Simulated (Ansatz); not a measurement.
Mechanical response of AlOs (Pm-3m)

```
CELL_PARAMETERS angstrom
2.97300 0.00000 0.00000
0.00000 2.97300 0.00000
0.00000 0.00000 2.97300
ATOMIC_POSITIONS crystal
Al 0.00000 0.00000 0.00000
Os 0.50000 0.50000 0.50000
```

Conventional cell: a = 2.973 Å, b = 2.973 Å, c = 2.973 Å, α = 90.00°, β = 90.00°, γ = 90.00°. Around Al (atom 1) lie 8 Os at 2.57 Å. Around Os (atom 2) lie 8 Al at 2.57 Å.

Unless marked otherwise, the numbers come from LDA, all-electron LAPW in Ansatz 0.2.0, scalar-relativistic. k mesh 16×16×16, Fermi-Dirac smearing of 0.050 eV, basis error target 1 meV/atom. The cell was relaxed by PAW under this functional. This phase needn't be the one found at ambient conditions.

The cell is cubic and carries a residual pressure of -0.10 GPa at this level. Each strain component that symmetry leaves independent is applied at ±0.003 and ±0.006, the ions relax wherever a strain frees them, and the stress (tension positive, GPa) is read. Shears are engineering strains, γ = 2ε.

```json
{"strain": "xx", "size": "-0.006", "σxx": "-2.2844", "σyy": "-1.1033", "σzz": "-1.1033", "σyz": "0.0000", "σxz": "0.0000", "σxy": "0.0000"}
{"strain": "xx", "size": "-0.003", "σxx": "-1.0770", "σyy": "-0.4949", "σzz": "-0.4949", "σyz": "0.0000", "σxz": "0.0000", "σxy": "0.0000"}
{"strain": "xx", "size": "+0.003", "σxx": "1.2567", "σyy": "0.6917", "σzz": "0.6917", "σyz": "0.0000", "σxz": "0.0000", "σxy": "0.0000"}
{"strain": "xx", "size": "+0.006", "σxx": "2.3835", "σyy": "1.2707", "σzz": "1.2707", "σyz": "0.0000", "σxz": "0.0000", "σxy": "0.0000"}
{"strain": "yz", "size": "-0.006", "σxx": "0.0939", "σyy": "0.0936", "σzz": "0.0936", "σyz": "-1.0172", "σxz": "0.0000", "σxy": "0.0000"}
{"strain": "yz", "size": "-0.003", "σxx": "0.1009", "σyy": "0.1009", "σzz": "0.1009", "σyz": "-0.5087", "σxz": "0.0000", "σxy": "0.0000"}
{"strain": "yz", "size": "+0.003", "σxx": "0.1009", "σyy": "0.1009", "σzz": "0.1009", "σyz": "0.5087", "σxz": "0.0000", "σxy": "0.0000"}
{"strain": "yz", "size": "+0.006", "σxx": "0.0939", "σyy": "0.0936", "σzz": "0.0936", "σyz": "1.0172", "σxz": "0.0000", "σxy": "0.0000"}
```

The slope is [8(σ(+δ) − σ(−δ)) − (σ(+2δ) − σ(−2δ))]/(12δ), and the program imposes the crystal's symmetry on the matrix.

(1) What are the independent elastic constants?

(2) Do they meet the Born conditions?

(3) What moduli does a random aggregate of grains have?

(4) With the density of 13.726 g/cm³, how fast does sound travel, and what Debye temperature follows?

(5) How far do the constants move if PAW replaces LAPW in the same cell?

Results:

(1) C11 = 388.9, C12 = 197.7, C44 = 169.6 GPa.

(2) C11 − C12 = 191.2, C11 + 2C12 = 784.4 and C44 = 169.6 GPa must all be positive, so the crystal is elastically stable; that says nothing yet of its phonons.

(3) B = (C11 + 2C12)/3 = 261.5 GPa. G_V = (C11 − C12 + 3C44)/5 = 140.0 and G_R = 5(C11 − C12)C44/(4C44 + 3(C11 − C12)) = 129.5, so G_H = 134.7 GPa. Then E = 9BG/(3B + G) = 345.0 GPa, ν = (3B − 2G)/(6B + 2G) = 0.280 and B/G = 1.94, on the ductile side of Pugh's 1.75 (a rule of thumb).

(4) 

```
direction  slow (m/s)  middle (m/s)  fast (m/s)
    [100]        3515          3515        5323
    [110]        2639          3515        5807
    [111]        2960          2960        5960
```

The mean of v⁻³ over directions and branches gives v_m = 3470 m/s and θ_D = (ħ/k_B) v_m (6π²n)^(1/3) = 438 K, n being atoms per volume. Young's modulus spans 256 to 418 GPa over directions, and the universal anisotropy index is 0.40.

(5) 

| constant | LAPW (GPa) | PAW (GPa) | difference |
| --- | --- | --- | --- |
| C11 | 388.9 | 389.8 | 0.9 |
| C12 | 197.7 | 199.2 | 1.5 |
| C44 | 169.6 | 169.5 | -0.1 |

Limits of these numbers: responses of metals move with mesh and smearing; no spin-orbit coupling on heavy atoms; the frozen-core PAW files of the compared runs were fitted under PBE, their cores solved anew for this functional.
